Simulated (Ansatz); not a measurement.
Start of a relaxation of InSb₃:

```cif
data_structure
_symmetry_space_group_name_H-M 'R-3m:H'
_symmetry_Int_Tables_number 166
_cell_length_a 5.2515
_cell_length_b 5.2515
_cell_length_c 16.5104
_cell_angle_alpha 90.000
_cell_angle_beta 90.000
_cell_angle_gamma 120.000
_cell_volume 394.33
loop_
_atom_site_label
_atom_site_type_symbol
_atom_site_symmetry_multiplicity
_atom_site_Wyckoff_symbol
_atom_site_fract_x
_atom_site_fract_y
_atom_site_fract_z
_atom_site_occupancy
In1 In 3 b 0.33333 0.66667 0.16667 1
Sb1 Sb 9 d 0.83333 0.66667 0.16667 1
```

These are results of Ansatz, DFT PBE, scalar-relativistic, plane waves, PAW, not measurements. Cutoff 420 eV, Gaussian smearing, Γ-centred meshes. Cell and atoms relax first on a coarse mesh and then on a finer one. In between, the cell is made exact in the group found at 0.06 Å. In metals the finer mesh still leaves noise of several meV/atom or more. The steps can't lower the symmetry of their start. No spin polarisation.

A guess keeps its type if space group and coordination stay and the shape of the cell changes little (axis ratios within about 15 %, angles within 6°); the volume may change.

Q: Will the relaxed cell still be of the starting type?

A: It doesn't keep its type. The symmetry goes from R-3m (No. 166) to Pm-3m (No. 221). The end has the Cu3Au (L1_2) type. The volume per atom shrinks by 15.1 %, from 32.9 to 27.9 Å³. The shortest distance goes from 2.63 Å (In–Sb and Sb–Sb) to 3.40 Å (In–Sb and Sb–Sb). Counting neighbours within 15 % of an atom's shortest distance, the start has In 6, Sb 6 and the end In 12, Sb 12. In detail, at the end around In lie 12 Sb at 3.40 Å; Sb has 4 In at 3.40 Å and 8 Sb at 3.40 Å.

```cif
data_structure
_symmetry_space_group_name_H-M 'Pm-3m'
_symmetry_Int_Tables_number 221
_cell_length_a 4.8144
_cell_length_b 4.8144
_cell_length_c 4.8144
_cell_angle_alpha 90.000
_cell_angle_beta 90.000
_cell_angle_gamma 90.000
_cell_volume 111.59
loop_
_atom_site_label
_atom_site_type_symbol
_atom_site_symmetry_multiplicity
_atom_site_Wyckoff_symbol
_atom_site_fract_x
_atom_site_fract_y
_atom_site_fract_z
_atom_site_occupancy
In1 In 1 b 0.50000 0.50000 0.50000 1
Sb1 Sb 3 d 0.00000 0.50000 0.00000 1
```

The last run used a 12×12×12 mesh for its 4-atom cell and Gaussian smearing of 0.10 eV. Spin–orbit coupling, which can matter for Sb, is left out. A structure relaxed within its symmetry needn't be a true minimum.
